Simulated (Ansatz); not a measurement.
A relaxed cell of Sn₂GeSe₃ is given with its symmetry left out. The cell was found from a structure generator's guess, not taken from experiment.

These are results of Ansatz, DFT PBE, scalar-relativistic, plane waves, PAW, not measurements. Cutoff 420 eV, Γ-centred mesh, Gaussian smearing, no spin polarisation.

```cif
data_structure
_symmetry_space_group_name_H-M 'P 1'
_symmetry_Int_Tables_number 1
_cell_length_a 6.6767
_cell_length_b 6.6767
_cell_length_c 6.6767
_cell_angle_alpha 128.423
_cell_angle_beta 128.423
_cell_angle_gamma 75.941
_cell_volume 177.64
loop_
_atom_site_label
_atom_site_type_symbol
_atom_site_fract_x
_atom_site_fract_y
_atom_site_fract_z
_atom_site_occupancy
Sn1 Sn 0.50000 0.00000 0.50000 1
Sn2 Sn 0.00000 0.50000 0.50000 1
Ge1 Ge 0.00000 0.00000 0.00000 1
Se1 Se 0.76632 0.76632 0.00000 1
Se2 Se 0.23368 0.23368 0.00000 1
Se3 Se 0.50000 0.50000 0.00000 1
```

The zero of energy is the elements' standard structures at the same level; no fitted shifts are applied. The references include grey tin.

(1) Find its symmetry and describe it.

(2) How far does it lie from the elements in energy?

(3) Is it a metal?

Answers

(1) I4/mmm (No. 139). Conventional cell: a = 5.809 Å, c = 10.527 Å. Sn has 2 Ge at 2.90 Å and 2 Se at 2.90 Å; Ge is surrounded by 2 Se at 2.46 Å and 4 Sn at 2.90 Å; Se on a site of symmetry 4mm is surrounded by 1 Ge at 2.46 Å and 1 Se at 2.80 Å; around Se on a site of symmetry 4/mmm lie 2 Se at 2.80 Å and 4 Sn at 2.90 Å.

(2) +0.20 eV/atom. It can't be a ground state, since the elements alone are lower.

(3) Yes, bands cross the Fermi level on the 10×10×10 mesh.

The last run used a 10×10×10 mesh for its 6-atom cell and Gaussian smearing of 0.10 eV. The reference form of Se is held partly by dispersion forces, which this level lacks. Symmetry constrained the relaxation, so the result can be a saddle point. Another cell of Sn2GeSe3 relaxed alike, in P-3m1, lies 0.55 eV/atom lower, so this cell isn't the stable form at this level.
